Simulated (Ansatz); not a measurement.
# Ansatz 0.2.0, relaxation: TlGa

input.yaml:

```yaml
crystal:
  lattice:
    - [4.84264, 0.0, 0.0]
    - [0.0, 4.84264, 0.0]
    - [0.0, 0.0, 4.144474]
  atoms:
    - { symbol: Tl, position: [0.5, 0.5, 0.0] }
    - { symbol: Ga, position: [0.0, 0.5, 0.5] }
    - { symbol: Ga, position: [0.5, 0.0, 0.5] }
    - { symbol: Tl, position: [0.0, 0.0, 0.0] }
  symmetry: { tolerance: 0.0003 }
kpoints:
  mp_grid: { grid: [6, 6, 6], shift: [0, 0, 0] }
magnetization:
  spin_polarized: false
scf:
  occupations: { method: fermi_dirac, width: 0.013 }
  lower_state_search: "off"
hamiltonian:
  pseudopotentials: { kind: paw }
  xc: r2scan
basis:
  ecutwfc: 500
  fft_grid_basis: typed
relax:
  max_steps: 80
  cell: { p_target: 0.0 }
  f_tol: 0.03
output:
  forces: true
  stress: true
  eigenvalues: true
  bader: true
  populations: true
  elf: true
  write_potential: true
  volumetric_format: npy
  dos:
    e_range: [-12, 8]
    de: 0.05
    projected: { site_lists: { Ga: [Ga], Tl: [Tl] } }
checkpoint:
  read: saved_state
```

The command:

```bash
ansatz run input.yaml --threads 2 --pin off --max-ram 3584MiB --backend cpu --events-out ev --progress --plain --runs-dir out
```

Origin of the cell: a known structure type with other elements, at an estimated volume, so it need not be a known compound.

The saved state is a converged single point of the same cell.

Steps («new basis» is an SCF on plane waves selected anew at the same cell):

| step | ΔF (meV/atom) | max force component (eV/Å) | P (GPa) | volume (Å³) | SCF iterations | step was |
| --- | --- | --- | --- | --- | --- | --- |
| 1 | 0.0 | 0.000 | 0.41 | 97.19 | 6 | accepted |
| 2 | -4.2 | 0.000 | 0.21 | 97.99 | 10 | accepted |
| 3 | -11.5 | 0.000 | -0.14 | 98.79 | 8 | accepted |
| 4 | -11.1 | 0.000 | -0.15 | 98.46 | 6 | rejected |
| 5 | -11.8 | 0.000 | 0.04 | 98.06 | 11 | accepted |
| 6 | -11.8 | 0.000 | 0.00 | 98.17 | 5 | accepted |
| 7 | -12.0 | 0.000 | 0.00 | 98.17 | 8 | new basis |

Before:

Space group P4/mmm (No. 123); the run's cell has a = 4.843 Å, b = 4.843 Å, c = 4.144 Å, α = 90.00°, β = 90.00°, γ = 90.00°. Shortest distances: Ga–Tl 3.19 Å, Tl–Tl 3.42 Å, Ga–Ga 3.42 Å.

After:

Space group P4/mmm (No. 123); the run's cell has a = 5.068 Å, b = 5.068 Å, c = 3.822 Å, α = 90.00°, β = 90.00°, γ = 90.00°. Shortest distances: Ga–Tl 3.17 Å, Tl–Tl 3.58 Å, Ga–Ga 3.58 Å.

```
CELL_PARAMETERS angstrom
5.06780 0.00000 0.00000
0.00000 5.06780 0.00000
0.00000 0.00000 3.82250
ATOMIC_POSITIONS crystal
Tl 0.50000 0.50000 0.00000
Ga 0.00000 0.50000 0.50000
Ga 0.50000 0.00000 0.50000
Tl 0.00000 0.00000 0.00000
```

```yaml
Free_energy_lowered_by: 12.0 meV/atom
Volume_change: 1.01 %
Final_pressure: 0.00 GPa
Relaxation_steps_listed: 7
Formation_energy_elements_under_the_same_functional_gases_as_molecules_uncorrected: 0.202 eV/atom
```

Caveats: no spin-orbit coupling, though heavy elements are present; the relaxation held the start's symmetry, so the end may be a saddle point.

The run took 100 s on 2 threads of Arm Neoverse V1, with other jobs on the host, peak memory 0.66 GiB, from a saved density.
